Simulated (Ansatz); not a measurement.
AlOs:
```yaml
crystal:
  lattice:
    - [2.97272, 0.00000, 0.00000]
    - [0.00000, 2.97272, 0.00000]
    - [0.00000, 0.00000, 2.97272]
  atoms:
    - { symbol: Al, position: [0.00000, 0.00000, 0.00000] }
    - { symbol: Os, position: [0.50000, 0.50000, 0.50000] }
```

Relaxed with LDA. Special points in fractions of this cell's reciprocal vectors: Γ (0.000, 0.000, 0.000); X (0.000, 0.500, 0.000); M (0.500, 0.500, 0.000); R (0.500, 0.500, 0.500).

Task: List the band energies nearest the Fermi level at these points for DFT-LDA in the program Ansatz with PAW potentials.

Result: In eV from the Fermi level; about four levels below and three above (degenerate sets whole), none deeper than 8.9 eV; … stands for higher levels left out; points with the same levels are listed once.

```tsv
k	below	above
Γ	-4.32 -4.32	0.44 0.44 0.44
X	-5.92 -3.40 -1.89 -1.89	0.80 2.69 6.96
M	-1.82 -1.82 -1.34 -1.34	2.26 4.58 …
R	-5.36 -5.36 -5.36	2.22 2.40 2.40
```

Space group Pm-3m (CsCl type). The first step of the workflow began from a Materials Project structure, measured or hypothetical; the Crystallography Open Database copy checked does not list it. With Al and Os taken as one species the cell has the higher symmetry Im-3m, so it may be an ordered model of a mixed-site phase. Whether it is the stable phase at ambient conditions was not checked. The cell was relaxed with LDA under the symmetry of its start; of distortions, only those at the zone centre were tested. The run is not spin-polarised. Spin–orbit coupling is left out wherever it is not named.

Potentials: the later of the program's two PAW sets.
